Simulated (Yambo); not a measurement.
## Bethe-Salpeter results for Ba₂MoZnO₆

```
CELL_PARAMETERS angstrom
      0.00000     4.12040     4.12040
      4.12040     0.00000     4.12040
      4.12040     4.12040     0.00000
ATOMIC_POSITIONS crystal
  O  0.76238 0.23762 0.23762
  O  0.23762 0.76238 0.76238
  O  0.23762 0.76238 0.23762
  O  0.76238 0.23762 0.76238
  O  0.23762 0.23762 0.76238
  O  0.76238 0.76238 0.23762
  Zn 0.50000 0.50000 0.50000
  Mo 0.00000 0.00000 0.00000
  Ba 0.25000 0.25000 0.25000
  Ba 0.75000 0.75000 0.75000
```

The geometry is that of Materials Project entry mp-1206097, symmetrised and not relaxed again.

BSE in Yambo on norm-conserving PBEsol (Quantum ESPRESSO, 84 Ry, without SOC) bands: 4×4×4 mesh, 17 valence and 6 conduction bands, static screening with 94 bands and a 3 Ry block, scissor 1.32 eV, Tamm-Dancoff; field along x.

| state | energy (eV) | states within 2 meV | relative strength | class | main transitions |
|---|---|---|---|---|---|
| 1 | 2.75 | 1 | < 0.01 | dark | several band pairs |
| 2 | 2.83 | 3 | < 0.01 | dark | several band pairs |
| 3 | 2.94 | 3 | < 0.01 | dark | several band pairs |
| 4 | 3.00 | 3 | < 0.01 | dark | several band pairs |
| 5 | 3.09 | 2 | < 0.01 | dark | several band pairs |
| 6 | 3.17 | 2 | 0.02 | weak | VB → CB (96 %) |

These are vertical excitations (zero momentum). The direct quasiparticle gap on this mesh is 3.51 eV; counted from there, state 1 is bound by 0.77 eV. Convergence with the mesh was not shown.

Spin singlets only. Strengths are relative to the strongest of the lowest states of this run; strong means a line over 3 % of the spectrum's maximum, dark under 0.03 %. Absolute energies carry the error of the G0W0 scissor, whose convergence isn't established.

Spin-orbit splittings are left out.

The structure is a Materials Project entry; no match was found in the copy of COD used, and its stability was not checked.

With a shallow 3d shell G0W0 needs far more bands and larger blocks than here, so the scissor is uncertain by tenths of an eV or more.
